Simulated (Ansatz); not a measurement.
## One relaxed cell of Tl2HgGeTe4 at several levels

A database entry relaxed whole under r2SCAN at zero pressure (I-42m, No. 121):

```
CELL_PARAMETERS angstrom
-4.27659 4.27659 3.59340
4.27659 -4.27659 3.59340
4.27659 4.27659 -3.59340
ATOMIC_POSITIONS crystal
Tl 0.50000 0.00000 0.50000
Tl 0.00000 0.50000 0.50000
Ge 0.00000 0.00000 0.00000
Hg 0.50000 0.50000 0.00000
Te 0.39398 0.39398 0.34352
Te 0.60602 0.94953 0.00000
Te 0.05047 0.05047 0.65648
Te 0.94953 0.60602 0.00000
```

Its volume is 32.86 Å³ an atom, +6.5 % against the entry's 30.85, a measured cell (2005, 175 K).

Single points on this cell with plane-wave PAW DFT (Ansatz 0.2.0; r2SCAN 500 eV, hybrids 420 eV; fermi-dirac occupations of width 0.020 eV; no moments): r2SCAN on a 6×6×6 Γ-centred mesh; r2SCAN with spin-orbit coupling on a 4×4×4 Γ-centred mesh; HSE06 on a 4×4×4 Γ-centred mesh; PBE0 on a 4×4×4 Γ-centred mesh.

Question: What does each level give for gap and charges?

Answer: The runs give:

| level | gap (eV), or kind | pressure (GPa) | Bader charge of Tl (e) | Bader charge of Ge (e) | Bader charge of Hg (e) | Bader charge of Te (e) |
| --- | --- | --- | --- | --- | --- | --- |
| r2SCAN | 0.41 | 0.0 | +0.50 | +0.46 | +0.19 | -0.41 |
| r2SCAN with spin-orbit coupling | 0.34 | -0.1 | +0.47 | +0.46 | +0.15 | -0.39 |
| HSE06 | its mesh misses the band edges | -0.2 | +0.51 | +0.51 | +0.21 | -0.44 |
| PBE0 | its mesh misses the band edges | -0.3 | +0.52 | +0.51 | +0.22 | -0.44 |

Under r2SCAN the gap is 0.41 eV, over mesh and band path. Spin-orbit coupling moves the r2SCAN gap by -0.07 eV.

Caveats: the relaxation kept the start's symmetry; hybrid pressures are good to a few tenths of a GPa; no dispersion correction, so weakly bound layers or chains stand too far apart and gaps read wide; pressure is positive in compression.
